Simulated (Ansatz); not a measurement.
Relaxed LiH (rock salt):

```
LiH
1.0
    0.00000     2.00356     2.00356
    2.00356     0.00000     2.00356
    2.00356     2.00356     0.00000
H Li
1 1
Direct
  0.00000   0.00000   0.00000
  0.50000   0.50000   0.50000
```

In each cell atom 1 (H, nearest neighbour Li at 2.004 Å; its periodic images, 2.8 Å or more away, move with it) moves by s·(0.000, 0.000, 1.000) (along Cartesian z), the rest being held.

The numbers are results of PBE (plane waves to 420 eV, PAW, scalar-relativistic; Ansatz, an electronic-structure program), not measurements. k mesh 11×11×11 (Γ-centred), Fermi-Dirac smearing 0.05 eV. The energy includes the smearing's −TS. LiH was relaxed with its symmetry unable to fall. ΔE is measured from the undisplaced structure.

**Question.** What ΔE (meV/cell) does the calculation give at s (Å) = -0.200, -0.160, -0.120, -0.080, 0.040, 0.080, 0.160, 0.200?

**Answer.** 
```csv
s (Å),ΔE (meV/cell)
-0.200,25.6
-0.160,15.6
-0.120,8.4
-0.080,3.6
0.040,0.9
0.080,3.6
0.160,15.6
0.200,25.6
```

(For displaced atoms, the force is minus the slope of the energy, and its curvature is a force constant, which sets phonon frequencies.)
